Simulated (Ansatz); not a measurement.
PbS:
```
CELL_PARAMETERS angstrom
      4.02360     0.00000     0.00000
     -2.01180     3.48454     0.00000
      0.00000     0.00000     7.21427
ATOMIC_POSITIONS crystal
  Pb 0.00000 0.00000 0.00000
  Pb 0.00000 0.00000 0.50000
  S  0.33333 0.66667 0.75000
  S  0.66667 0.33333 0.25000
```

Relaxed with LDA. Special points in fractions of this cell's reciprocal vectors: Γ (0.000, 0.000, 0.000); M (0.500, 0.000, 0.000); K (0.333, 0.333, 0.000); A (0.000, 0.000, 0.500); L (0.500, 0.000, 0.500); H (0.333, 0.333, 0.500).

Question: List the band energies nearest the Fermi level at these points for the program Ansatz at the LDA level (PAW).

Answer: In eV from the Fermi level; about four levels below and three above (degenerate sets whole), none deeper than 8.9 eV; points with the same levels are listed once.

```tsv
k	below	above
Γ	-2.28 -2.28 -1.79 -1.79	0.01 0.39 3.09 3.09
M	-1.96 -1.82 -1.04 -0.05	1.65 2.32 3.62
K	-4.09 -4.09 -3.96 -3.96	0.02 2.67 2.67
A	-2.03 -2.03 -2.03 -2.03 -1.68 -1.68	2.49 2.49 3.18 3.18 3.18 3.18
L	-3.06 -3.06 -2.90 -2.90	2.40 2.40 2.71 2.71
H	-2.41 -2.41 -2.32 -2.32	0.23 0.23 3.66 3.66
```

Space group P6_3/mmc (NiAs type). The workflow started from a Materials Project entry (that database holds measured and hypothetical structures alike); the Crystallography Open Database copy checked does not list it. It is not the phase usual at ambient conditions (space group No. 225). Symmetry was held in the LDA relaxation; of distortions, only those at the zone centre were tested, and some modes there are weakly imaginary. A small band overlap can be real or an error of a semilocal functional. The Fermi level of a semimetal is unsure by some 0.05 eV on such meshes. Scalar-relativistic: spin–orbit coupling is off unless named, which matters more the heavier the elements.

Potentials: the later of the program's two PAW sets.
